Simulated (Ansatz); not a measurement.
One crystal and one scan (frozen-phonon scan) at two levels, PBE (plane waves to 420 eV, PAW, scalar-relativistic; Ansatz, an electronic-structure program) and r2SCAN (plane waves to 500 eV, PAW, scalar-relativistic; Ansatz), each from its own relaxed cell and on its own mesh. The cell shown is that of PBE.

Starting cell, Si (diamond):

```
CELL_PARAMETERS angstrom
      0.00000     5.46988     5.46988
      2.73494     0.00000     2.73494
      2.73494     2.73494     0.00000
ATOMIC_POSITIONS crystal
  Si 0.25000 0.50000 0.50000
  Si 0.75000 0.50000 0.50000
  Si 0.37500 0.75000 0.75000
  Si 0.87500 0.75000 0.75000
```

A phonon eigenvector at L = (0.5, 0.0, 0.0) is frozen into this cell: atom i moves by Q times the vector below, so Q is the largest atomic displacement, in Å. The cell is held. (q is in reciprocal vectors of the primitive cell; the cell shown is doubled to hold the pattern.)

```
atom       x       y       z
----  ------  ------  ------
Si1   -0.577   0.577   0.577
Si2    0.577  -0.577  -0.577
Si3   -0.577   0.577   0.577
Si4    0.577  -0.577  -0.577
```

Si was relaxed with its symmetry unable to fall. The PAW data are Ansatz's earlier set. Percentages come from the unrounded values. Both scans cover Q from -0.100 to 0.100 Å.

Results of PBE:

```
Item                                                                                                                                              Result
----------------------------------------------------------------------------------------  --------------------------------------------------------------
Lattice constant a (Å)                                                                                                                             5.470
Energy at Q = 0.100 Å (meV/cell)                                                                                                                     344
Harmonic wavenumber from the curvature (finite differences) (cm⁻¹ (negative: imaginary))                                                             399
Space group of the distorted cell                                                                                     R-3m (No. 166), lowered from Fd-3m
Symmetry of the curve                                                                                                      even: the same for both signs
Shape of the curve                                                                        a single well with its minimum at or next to zero displacement
```

Problem. What does r2SCAN give for the same quantities?

Solution. 
```json
[
 {"quantity": "Lattice constant a (Å)", "r2SCAN": "5.444", "PBE − r2SCAN": "+0.026 (+0.5 %)"},
 {"quantity": "Energy at Q = 0.100 Å (meV/cell)", "r2SCAN": "370", "PBE − r2SCAN": "-26 (-6.9 %)"},
 {"quantity": "Harmonic wavenumber from the curvature (finite differences) (cm⁻¹ (negative: imaginary))", "r2SCAN": "414", "PBE − r2SCAN": "-15 (-3.5 %)"}
]
```

PBE gives the higher value for: lattice constant a. PBE gives the lower value for: energy at Q = 0.100 Å; harmonic wavenumber from the curvature. Both give the same space group of the distorted cell: R-3m (No. 166), lowered from Fd-3m.

(A displaced cell: forces are minus the slopes of the energy, force constants its curvatures, and phonons follow from these.)
